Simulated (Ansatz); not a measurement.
TiC (rock salt, Fm-3m) under volume change, DFT-PBE in the program Ansatz with PAW potentials, scaled uniformly.

| V (Å³/atom) | E − E(relaxed) (meV/atom) | P (GPa) |
|---|---|---|
| 9.254 | ? | ? |
| 9.559 | 31.7 | 17.52 |
| 9.864 | 7.5 | 8.10 |
| 10.169 | 0.0 | -0.01 |
| 10.474 | 6.8 | -6.98 |
| 10.779 | ? | ? |
| 11.084 | 55.7 | -18.14 |

Problem. Complete the blanks.

Solution. 
- 10.779, E − E(relaxed) (meV/atom): 26.0
- 10.779, P (GPa): -12.98
- 9.254, E − E(relaxed) (meV/atom): 75.2
- 9.254, P (GPa): 28.49

Problem. What does a third-order Birch–Murnaghan fit give for V₀, B₀ and B′?

Solution. V₀ = 10.17 Å³/atom, B₀ = 250 GPa, B′ = 4.0.

The cell was relaxed with PBE under the symmetry of its start. The run is not spin-polarised.

Potentials: the later of the program's two PAW sets.
